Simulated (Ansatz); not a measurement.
CsLaS$_{2}$:
```
CsLaS2
1.0
    2.16895     1.25225     8.07963
   -2.16895     1.25225     8.07963
    0.00000    -2.50449     8.07963
Cs La S
1 1 2
Direct
  0.00000   0.00000   0.00000
  0.50000   0.50000   0.50000
  0.22918   0.22918   0.22918
  0.77082   0.77082   0.77082
```

Relaxed with r²SCAN.

Problem. Map the valence electron density (e/Å³), cut off at 0.8 on the plane through (0.000, 0.000, 0.000) spanned by u = [1, 0, 0] and v = [-1, 1, 1] in lattice vectors, from DFT-r²SCAN in the program Ansatz with PAW potentials.

Solution. x is the fraction of u, y of v (the angle between them is 49°; rows are the nearest grid lines); atoms in the plane: Cs at (0.00, 0.00), La at (0.00, 0.50), S at (0.46, 0.23), S at (0.54, 0.77).
```
|0189973100000001100000011000000013799810|
|9669998421001122222210000000000000248999|
|9999999521001123444421100000000000014899|
|4799998631101135799986321000000000000124|
|0112333321100124799999984210000000000000|
|0000000000000011379910899742100000000000|
|0000000000000001248982499963210000000000|
|0000000000000000012499999996421111110000|
|1000000000000000000134689986433345665421|
|9631000000000000000001122333322369999999|
|9983100000000000000000011112112359999999|
|9999931000000000000000000000000125999999|
|9999995210000000000000000000000001399999|
|9999999532112111100000000000000000013899|
|9999999632233332211000000000000000001369|
|1245665433346899864310000000000000000001|
|0000111111246999999942100000000000000000|
|0000000000123699942898421000000000000000|
|0000000000012479980199731100000000000000|
|0000000000000124899999974210011233332110|
|4210000000000001236899975311011368999974|
|9984100000000000011244443211001259999999|
|9998420000000000000122222211001248999669|
|0189973100000001100000011000000013799810|
```
Scale: ten equal steps from 0.000 (start of '0') to 0.800 (end of '9'), in the order '0123456789'; x runs from 0.000 to 1.00, y from 0.000 (bottom) to 1.00 (top).

The density is the valence pseudo-density with augmentation charge, so density and ELF within about 1 Å of a nucleus are not all-electron values.

Space group R-3m. The first step of the workflow began from a Materials Project structure, measured or hypothetical; the Crystallography Open Database copy checked does not list it. Whether it is the stable phase at ambient conditions was not checked. Symmetry was held in the r²SCAN relaxation; its stability against distortions is not shown here. Spin–orbit coupling is left out wherever it is not named.

Potentials: the later of the program's two PAW sets.
